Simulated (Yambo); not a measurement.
Optical response of SrCaI4

```
SrCaI4
1.0
    6.90861     0.00000     0.00353
    0.00000     4.56832     0.00000
   -0.02640     0.00000     7.94703
Ca Sr I
1 1 4
Direct
  0.00000   0.50000   0.50000
  0.00000   0.00000   0.00000
  0.25531   0.00000   0.34541
  0.74469   0.00000   0.65459
  0.26464   0.50000   0.82096
  0.73536   0.50000   0.17904
```

Yambo, RPA with local fields on PBEsol bands shifted by a G0W0 scissor of 2.02 eV; 2×4×2 mesh, 185 bands, 3 Ry local-field block, 0.2 eV broadening; field along x.

```json
[
 {"E (eV)": "0.0", "Im ε": "0.00", "Re ε": "2.95", "Im ε, independent particles": "0.00"},
 {"E (eV)": "0.4", "Im ε": "0.00", "Re ε": "2.95", "Im ε, independent particles": "0.01"},
 {"E (eV)": "0.8", "Im ε": "0.01", "Re ε": "2.96", "Im ε, independent particles": "0.01"},
 {"E (eV)": "1.1", "Im ε": "0.01", "Re ε": "2.97", "Im ε, independent particles": "0.02"},
 {"E (eV)": "1.5", "Im ε": "0.01", "Re ε": "3.00", "Im ε, independent particles": "0.02"},
 {"E (eV)": "1.9", "Im ε": "0.02", "Re ε": "3.03", "Im ε, independent particles": "0.03"},
 {"E (eV)": "2.2", "Im ε": "0.02", "Re ε": "3.07", "Im ε, independent particles": "0.04"},
 {"E (eV)": "2.6", "Im ε": "0.03", "Re ε": "3.12", "Im ε, independent particles": "0.04"},
 {"E (eV)": "3.0", "Im ε": "0.04", "Re ε": "3.18", "Im ε, independent particles": "0.06"},
 {"E (eV)": "3.4", "Im ε": "0.05", "Re ε": "3.26", "Im ε, independent particles": "0.07"},
 {"E (eV)": "3.8", "Im ε": "0.06", "Re ε": "3.35", "Im ε, independent particles": "0.09"},
 {"E (eV)": "4.1", "Im ε": "0.07", "Re ε": "3.47", "Im ε, independent particles": "0.11"},
 {"E (eV)": "4.5", "Im ε": "0.09", "Re ε": "3.62", "Im ε, independent particles": "0.15"},
 {"E (eV)": "4.9", "Im ε": "0.13", "Re ε": "3.83", "Im ε, independent particles": "0.21"},
 {"E (eV)": "5.2", "Im ε": "0.23", "Re ε": "4.12", "Im ε, independent particles": "0.34"},
 {"E (eV)": "5.6", "Im ε": "0.47", "Re ε": "4.55", "Im ε, independent particles": "0.67"},
 {"E (eV)": "6.0", "Im ε": "1.19", "Re ε": "4.37", "Im ε, independent particles": "1.65"},
 {"E (eV)": "6.4", "Im ε": "1.02", "Re ε": "4.73", "Im ε, independent particles": "2.25"},
 {"E (eV)": "6.8", "Im ε": "1.68", "Re ε": "5.27", "Im ε, independent particles": "3.82"},
 {"E (eV)": "7.1", "Im ε": "3.05", "Re ε": "5.01", "Im ε, independent particles": "5.78"},
 {"E (eV)": "7.5", "Im ε": "3.12", "Re ε": "4.36", "Im ε, independent particles": "5.09"},
 {"E (eV)": "7.9", "Im ε": "4.14", "Re ε": "4.74", "Im ε, independent particles": "6.87"},
 {"E (eV)": "8.2", "Im ε": "4.87", "Re ε": "3.09", "Im ε, independent particles": "7.23"},
 {"E (eV)": "8.6", "Im ε": "4.33", "Re ε": "2.26", "Im ε, independent particles": "6.13"},
 {"E (eV)": "9.0", "Im ε": "4.20", "Re ε": "1.71", "Im ε, independent particles": "5.71"},
 {"E (eV)": "9.4", "Im ε": "3.91", "Re ε": "1.12", "Im ε, independent particles": "4.98"},
 {"E (eV)": "9.8", "Im ε": "3.29", "Re ε": "1.02", "Im ε, independent particles": "4.15"},
 {"E (eV)": "10.1", "Im ε": "3.42", "Re ε": "1.14", "Im ε, independent particles": "4.27"},
 {"E (eV)": "10.5", "Im ε": "3.31", "Re ε": "0.67", "Im ε, independent particles": "3.53"},
 {"E (eV)": "10.9", "Im ε": "3.47", "Re ε": "0.32", "Im ε, independent particles": "2.86"},
 {"E (eV)": "11.2", "Im ε": "2.63", "Re ε": "-0.11", "Im ε, independent particles": "2.69"},
 {"E (eV)": "11.6", "Im ε": "2.24", "Re ε": "0.16", "Im ε, independent particles": "2.69"},
 {"E (eV)": "12.0", "Im ε": "2.47", "Re ε": "-0.10", "Im ε, independent particles": "2.41"},
 {"E (eV)": "12.4", "Im ε": "2.08", "Re ε": "-0.33", "Im ε, independent particles": "1.92"},
 {"E (eV)": "12.8", "Im ε": "1.44", "Re ε": "-0.13", "Im ε, independent particles": "1.70"},
 {"E (eV)": "13.1", "Im ε": "1.55", "Re ε": "0.23", "Im ε, independent particles": "1.97"},
 {"E (eV)": "13.5", "Im ε": "1.88", "Re ε": "0.08", "Im ε, independent particles": "1.91"},
 {"E (eV)": "13.9", "Im ε": "1.30", "Re ε": "-0.06", "Im ε, independent particles": "1.56"},
 {"E (eV)": "14.2", "Im ε": "1.54", "Re ε": "0.07", "Im ε, independent particles": "1.50"},
 {"E (eV)": "14.6", "Im ε": "1.29", "Re ε": "-0.24", "Im ε, independent particles": "0.98"},
 {"E (eV)": "15.0", "Im ε": "1.06", "Re ε": "-0.22", "Im ε, independent particles": "0.82"},
 {"E (eV)": "15.4", "Im ε": "0.81", "Re ε": "-0.13", "Im ε, independent particles": "0.65"},
 {"E (eV)": "15.8", "Im ε": "0.73", "Re ε": "0.10", "Im ε, independent particles": "0.66"},
 {"E (eV)": "16.1", "Im ε": "0.67", "Re ε": "0.20", "Im ε, independent particles": "0.67"},
 {"E (eV)": "16.5", "Im ε": "0.68", "Re ε": "0.34", "Im ε, independent particles": "0.70"},
 {"E (eV)": "16.9", "Im ε": "0.78", "Re ε": "0.35", "Im ε, independent particles": "0.65"},
 {"E (eV)": "17.2", "Im ε": "0.67", "Re ε": "0.26", "Im ε, independent particles": "0.53"},
 {"E (eV)": "17.6", "Im ε": "0.68", "Re ε": "0.29", "Im ε, independent particles": "0.51"},
 {"E (eV)": "18.0", "Im ε": "0.60", "Re ε": "0.30", "Im ε, independent particles": "0.44"},
 {"E (eV)": "18.4", "Im ε": "0.52", "Re ε": "0.31", "Im ε, independent particles": "0.37"},
 {"E (eV)": "18.8", "Im ε": "0.46", "Re ε": "0.39", "Im ε, independent particles": "0.37"},
 {"E (eV)": "19.1", "Im ε": "0.46", "Re ε": "0.50", "Im ε, independent particles": "0.39"},
 {"E (eV)": "19.5", "Im ε": "0.54", "Re ε": "0.48", "Im ε, independent particles": "0.33"},
 {"E (eV)": "19.9", "Im ε": "0.45", "Re ε": "0.40", "Im ε, independent particles": "0.25"}
]
```

Structure narrower than a few tenths of an eV can come from the finite k mesh. Convergence of the RPA response with its 2×4×2 mesh was not tested. The scissor comes from a G0W0 run whose convergence isn't established. No excitonic effects at this level.

Without spin-orbit coupling, band edges of such heavy elements can be off by tenths of an eV.

Geometry relaxed with PBE+D3(BJ).

The structure is a Materials Project entry; no match was found in the copy of COD used, and its stability was not checked.
